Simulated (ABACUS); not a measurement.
Consider a self-consistent single point of NbSi₂ (P6_222, 9 atoms in the cell; from Materials Project mp-2478, changed as shown).

```
NbSi2
1.0
    4.80621     0.00000     0.00000
   -2.40311     4.16230     0.00000
    0.00000     0.00000     6.45463
Nb Si
3 6
Direct
  0.00000   0.50000   0.16667
  0.50000   0.00000   0.50000
  0.50000   0.50000   0.83333
  0.84184   0.68369   0.50000
  0.15815   0.84184   0.83333
  0.31631   0.15815   0.16667
  0.15815   0.31631   0.50000
  0.84184   0.15815   0.83333
  0.68369   0.84184   0.16667
```

All values come from this method and carry its errors: PBEsol, PseudoDojo 0.4 standard norm-conserving PBEsol (tails mended) pseudopotentials (plane waves; ABACUS).

ABACUS settings:

```
setting                                                                  value
---------------  -------------------------------------------------------------
KPT                                                          Gamma 5 5 2 0 0 0
basis_type                                                                  pw
dft_functional                                                          PBESOL
ecutwfc                                                                  82 Ry
smearing_method                                                             fd
smearing_sigma                                                   0.00999582 Ry
potentials       PseudoDojo 0.4 standard norm-conserving PBEsol (tails mended)
symmetry                                                                     1
ks_solver                                                                   cg
scf_nmax                                                                   100
scf_thr                                                             1.0e-09 Ry
mixing_type                                                              pulay
mixing_beta                                                                0.7
```

Results:

* **Number of valence electrons**: 63
* **Number of bands**: 42
* **Number of k-points after the program's reduction**: 10
* **Number of plane waves (most at a k-point)**: 10947
* **Number of SCF iterations**: 11
* **FFT grid**: 54 × 54 × 72
* **Free energy E − TS**: -5778.7876 eV
* **Fermi level (on the code's own zero)**: 14.73 eV
* **Pressure**: 1.03 GPa
* **Largest force (vector length)**: 0.176 eV/Å

Forces (eV/Å):
```csv
atom,Fx,Fy,Fz
Nb1,0.000,0.000,0.000
Nb2,0.000,0.000,0.000
Nb3,0.000,0.000,0.000
Si4,0.000,-0.176,0.000
Si5,0.152,-0.088,0.000
Si6,0.152,0.088,0.000
Si7,0.000,0.176,0.000
Si8,-0.152,0.088,0.000
Si9,-0.152,-0.088,0.000
```

Stress (GPa, positive for compression):
```
-1.56   0.00   0.00
 0.00  -1.56   0.00
 0.00   0.00   6.22
```

For comparison: a first run was changed to give this one (lattice vector c scaled by 0.98), and from it to this one the free energy goes up by 2.3 meV/atom, the pressure goes from -3.23 to 1.03 GPa and the largest force goes from 0.218 to 0.176 eV/Å.

The structure comes from a collection of computed structures, made at another level of theory; the collection holds predicted forms beside known ones. No clean gap shows at this smearing width and mesh (spacing up to 0.49 Å⁻¹); the mesh is coarse for partly filled bands, so the values carry mesh errors.

Cost on one core: about 5 core-minutes (a rough figure).

“Tails mended”: in these copies of the files the far tail of each local potential was reset to the Coulomb form.
